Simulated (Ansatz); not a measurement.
Starting cell, Rb (bcc, W type):

```
Rb
1.0
   -5.67101     5.67101     5.67101
    0.00000     0.00000     5.67101
    0.00000     5.67101     0.00000
Rb
2
Direct
  0.00000   0.00000   0.00000
  0.50000   0.00000   0.00000
```

The atoms are displaced by Q × the pattern below (from a DFPT mode at H = (0.5, 0.5, 0.5), largest move 1; Q in Å), at fixed cell. It is one choice among 3 degenerate patterns. (q is in reciprocal vectors of the primitive cell; the cell shown is doubled to hold the pattern.)

```csv
atom,x,y,z
Rb1,0.000,0.000,-1.000
Rb2,0.000,0.000,1.000
```

All values below come from PBE (plane waves to 420 eV, PAW, scalar-relativistic; Ansatz, a program for electronic structure). k mesh 12×12×12 (Γ-centred), Fermi-Dirac smearing 0.05 eV. Energies are smeared free energies. With partly filled bands, energies and forces of such displacements shift with the k mesh and the smearing. Rb was relaxed with its symmetry unable to fall. ΔE is measured from the undisplaced structure.

The scan covers Q from -0.180 to 0.180 Å in 13 points.

### Question
Which space group does the distorted structure have?

### Answer
P4/nmm (No. 129), lowered from Im-3m.

### Question
Is this a single well or a double well?

### Answer
A single well with its minimum at or next to zero displacement.

### Question
What is the energy change at Q = 0.180 Å?

### Answer
19.8 meV/cell.

### Question
What harmonic wavenumber does the curvature at Q = 0 give?

### Answer
44 cm⁻¹.

(For displaced atoms, the force is minus the slope of the energy, and its curvature is a force constant, which sets phonon frequencies.)
